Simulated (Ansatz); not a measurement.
Sc2Al:
```
Sc2Al
1.0
    4.88652     0.00000     0.00000
   -2.44326     4.23185     0.00000
    0.00000     0.00000     6.16879
Sc Al
4 2
Direct
  0.00000   0.00000   0.00000
  0.00000   0.00000   0.50000
  0.33333   0.66667   0.75000
  0.66667   0.33333   0.25000
  0.33333   0.66667   0.25000
  0.66667   0.33333   0.75000
```

Relaxed with r²SCAN. Special points in fractions of this cell's reciprocal vectors: Γ (0.000, 0.000, 0.000); M (0.500, 0.000, 0.000); K (0.333, 0.333, 0.000); A (0.000, 0.000, 0.500); L (0.500, 0.000, 0.500); H (0.333, 0.333, 0.500).

Question: List the band energies nearest the Fermi level at these points for r²SCAN in the plane-wave PAW code Ansatz.

Answer: In eV from the Fermi level; about four levels below and three above (degenerate sets whole), none deeper than 8.9 eV; points with the same levels are listed once.

| k | below | above |
|---|---|---|
| Γ | -0.37 -0.37 -0.06 -0.06 | 1.97 2.15 2.15 |
| M | -1.28 -1.17 -1.10 -0.78 | 0.22 0.45 0.98 |
| K | -1.32 -1.32 -0.92 -0.37 | 0.18 0.67 0.67 |
| A | -1.63 -1.63 -1.63 -1.63 -1.19 -1.19 | 0.12 0.12 0.12 0.12 |
| L | -1.26 -1.26 -1.07 -1.07 | 0.21 0.21 0.58 0.58 |
| H | -2.68 -2.68 -0.69 -0.69 | 0.35 0.35 0.70 0.70 |

Space group P6_3/mmc. The first step of the workflow began from a Materials Project structure, measured or hypothetical; the Crystallography Open Database copy checked does not list it. With Sc and Al taken as one species the cell has the higher symmetry P6/mmm, so it may be an ordered model of a mixed-site phase. Its standing as an ambient phase is unchecked. Symmetry was held in the r²SCAN relaxation; its stability against distortions is not shown here. No spin polarisation was allowed.

Potentials: the later of the program's two PAW sets.
